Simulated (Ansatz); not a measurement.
Consider the following.

PtSe$_{2}$:
```cif
data_PtSe2
_chemical_formula_sum 'Pt1 Se2'
_space_group_name_H-M_alt 'P 1'
_space_group_IT_number 1
_cell_length_a 3.75160
_cell_length_b 3.75160
_cell_length_c 6.48100
_cell_angle_alpha 90.000
_cell_angle_beta 90.000
_cell_angle_gamma 120.000
loop_
_space_group_symop_operation_xyz
  'x, y, z'
loop_
_atom_site_label
_atom_site_type_symbol
_atom_site_fract_x
_atom_site_fract_y
_atom_site_fract_z
_atom_site_occupancy
Pt1 Pt 0.00000 0.00000 0.00000 1
Se1 Se 0.66667 0.33333 0.79838 1
Se2 Se 0.33333 0.66667 0.20162 1
```

This is the PBE-relaxed structure.

**Question.** All from plane-wave PAW PBE (Ansatz code), unless another level is named. Predict the formation energy from the elements (no fitted shifts).

**Answer.** -0.40 eV/atom.

**Question.** Predict the smallest direct gap on the standard path.

**Answer.** 1.01 eV.

**Question.** Predict the band gap.

**Answer.** 0.81 eV (indirect).

**Question.** Predict the valence-band maximum.

**Answer.** on the K–Γ line, 68 % of the way from K.

Space group P-3m1 (CdI2 type). Symmetry was held in the PBE relaxation. No spin polarisation was allowed. The volume lies over 15 % above that of the usual cell of this phase: another minimum, or an error of the functional. A crystal of weakly bound layers computed without a dispersion correction: the cell and the soft elastic constants depend strongly on that. The references are the lowest solids computed at this level, not always the standard phases. Spin–orbit coupling is left out wherever it is not named.

Potentials: the later of the program's two PAW sets.
